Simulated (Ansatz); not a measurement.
MgO:
```cif
data_MgO
_chemical_formula_sum 'Mg1 O1'
_space_group_name_H-M_alt 'P 1'
_space_group_IT_number 1
_cell_length_a 2.96568
_cell_length_b 2.96568
_cell_length_c 2.96568
_cell_angle_alpha 60.000
_cell_angle_beta 60.000
_cell_angle_gamma 60.000
loop_
_space_group_symop_operation_xyz
  'x, y, z'
loop_
_atom_site_label
_atom_site_type_symbol
_atom_site_fract_x
_atom_site_fract_y
_atom_site_fract_z
_atom_site_occupancy
Mg1 Mg 0.50000 0.50000 0.50000 1
O1 O 0.00000 0.00000 0.00000 1
```

Relaxed with r²SCAN+D4. Independent-particle spectrum: no excitons, no local fields, no scissors shift; 0.1 eV broadening; ε₁ of the summed bands alone.

### Question
Tabulate the dielectric function from plane-wave PAW r²SCAN+D4 (Ansatz code).

### Answer


```
E (eV)  ε₁ xx  ε₂ xx
------  -----  -----
0.0      2.83   0.00
0.3      2.83   0.00
0.6      2.83   0.00
0.9      2.84   0.00
1.2      2.85   0.00
1.5      2.86   0.00
1.8      2.88   0.00
2.1      2.89   0.00
2.4      2.91   0.00
2.7      2.94   0.00
3.0      2.96   0.00
3.3      3.00   0.00
3.6      3.04   0.00
3.9      3.08   0.00
4.2      3.13   0.00
4.5      3.20   0.00
4.8      3.27   0.00
5.1      3.37   0.00
5.4      3.50   0.00
5.7      3.77   0.03
6.0      3.89   0.39
6.3      3.85   0.56
6.6      3.83   0.68
6.9      3.82   0.77
7.2      3.83   0.85
7.5      3.86   0.93
7.8      3.90   1.01
8.1      3.96   1.09
8.4      4.06   1.20
8.7      4.19   1.33
9.0      4.38   1.53
9.3      4.67   1.89
9.6      4.78   3.08
9.9      3.61   3.25
10.2     3.21   3.03
10.5     3.05   2.83
10.8     3.04   2.68
11.1     3.20   2.57
11.4     3.81   2.64
11.7     4.12   3.87
12.0     2.98   5.48
```

### Question
From ε at 6.7 eV (xx: 3.83 + 0.71i), find n, k, the normal reflectivity and the absorption coefficient.

### Answer
n = 1.97, k = 0.181, R = 11 %, α = 2kE/ħc = 120000 cm⁻¹.

With all bands, ε∞ without local fields is 2.96.

Space group Fm-3m (rock salt). The r²SCAN+D4 relaxation kept the symmetry of its start. The volume moved by -41 % from the start of the relaxation.

Potentials: the later of the program's two PAW sets.
